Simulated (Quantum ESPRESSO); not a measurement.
**Band energies of SiC**

```
SiC
1.0
    0.00000     2.17855     2.17855
    2.17855     0.00000     2.17855
    2.17855     2.17855     0.00000
C Si
1 1
Direct
  0.00000   0.00000   0.00000
  0.75000   0.75000   0.75000
```

PBEsol (pw.x of Quantum ESPRESSO, ONCV potentials, no spin-orbit coupling); path ΓXWKΓLUWLK,UX; energies in eV from the valence-band maximum.

```csv
k (1/Å),point,band 1,band 2,band 3,band 4,band 5,band 6,band 7
0.00,Γ,-15.44,0.00,0.00,0.00,6.18,7.24,7.24
0.33,,-15.09,-0.97,-0.62,-0.62,6.23,7.10,8.16
0.78,,-13.59,-3.73,-2.13,-2.13,3.60,5.94,10.88
1.22,,-11.17,-6.93,-3.09,-3.09,1.52,4.39,13.45
1.44,X,-10.37,-7.85,-3.22,-3.22,1.24,4.21,13.93
1.56,,-10.36,-7.81,-3.36,-3.34,1.48,4.42,13.65
2.04,,-10.15,-7.14,-4.92,-4.68,4.75,8.23,9.79
2.16,W,-10.13,-7.05,-5.06,-4.76,5.13,9.36,9.42
2.55,,-10.34,-7.28,-5.58,-2.92,3.34,7.75,11.17
2.67,K,-10.37,-7.31,-5.62,-2.62,3.00,7.69,11.77
2.88,,-10.89,-7.02,-5.64,-2.10,3.87,9.23,10.50
3.28,,-12.92,-5.43,-3.84,-0.91,5.97,8.30,8.60
3.69,,-14.63,-2.71,-1.52,-0.16,7.00,7.24,7.70
4.00,,-15.31,-0.62,-0.27,-0.01,6.46,7.20,7.32
4.20,Γ,-15.44,0.00,0.00,0.00,6.18,7.24,7.24
4.39,,-15.32,-0.63,-0.08,-0.08,6.40,7.36,7.39
4.78,,-14.41,-3.87,-0.55,-0.55,6.00,7.86,7.86
5.07,,-13.21,-6.49,-0.88,-0.88,5.58,7.51,7.51
5.45,L,-11.83,-8.61,-1.06,-1.06,5.37,7.15,7.15
5.84,,-11.44,-8.18,-3.03,-1.62,4.92,7.68,8.55
6.14,,-10.73,-7.44,-5.19,-2.29,3.59,8.69,10.67
6.33,U,-10.37,-7.31,-5.62,-2.62,3.00,7.69,11.77
6.54,,-10.30,-7.24,-5.51,-3.32,3.79,7.87,10.68
6.84,W,-10.13,-7.05,-5.06,-4.76,5.13,9.36,9.42
6.94,,-10.19,-7.05,-5.22,-4.47,5.11,8.95,9.56
7.21,,-10.82,-7.51,-4.60,-3.00,5.04,7.69,10.35
7.59,,-11.63,-8.39,-2.15,-1.42,5.63,6.66,8.07
7.86,L,-11.83,-8.61,-1.06,-1.06,5.37,7.15,7.15
7.95,,-11.81,-8.59,-1.19,-1.10,5.45,7.02,7.22
8.22,,-11.51,-8.26,-2.73,-1.53,5.11,7.43,8.31
8.57,,-10.69,-7.39,-5.29,-2.33,3.52,8.63,10.81
8.75,K,-10.37,-7.31,-5.62,-2.62,3.00,7.69,11.77
8.75,U,-10.37,-7.31,-5.62,-2.62,3.00,7.69,11.77
8.85,,-10.30,-7.47,-5.20,-2.83,2.60,6.61,12.40
9.26,X,-10.37,-7.85,-3.22,-3.22,1.24,4.21,13.93
```

The PBEsol gap is indirect, 1.24 eV, from Γ to X; the smallest direct gap is 4.46 eV.

Geometry relaxed with PBEsol.
